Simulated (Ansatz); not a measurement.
Hf (simple cubic): energy against volume

Computed with DFT, LDA (PW92), plane waves (420 eV) with PAW, scalar-relativistic (Ansatz). (PAW data from PBE, frozen cores regenerated.)

The cell is scaled uniformly from the relaxed one, with fractional coordinates and shape fixed. Energies are extrapolated to zero smearing, pressures are those at the given smearing. Magnetic state: spin not included.

A Birch-Murnaghan fit gives V₀ = 22.55 Å³/atom, B₀ = 90 GPa, B₀′ = 3.7.

Task: What are the energy above the minimum and the pressure at 19.818 Å³/atom?

Result: 114.1 meV/atom and 14.70 GPa as computed.

Task: What are the energy above the minimum and the pressure at 20.719 Å³/atom?

Result: 47.9 meV/atom and 8.96 GPa as computed.

Task: What are the energy above the minimum and the pressure at 23.421 Å³/atom?

Result: 9.0 meV/atom and -3.00 GPa as computed.
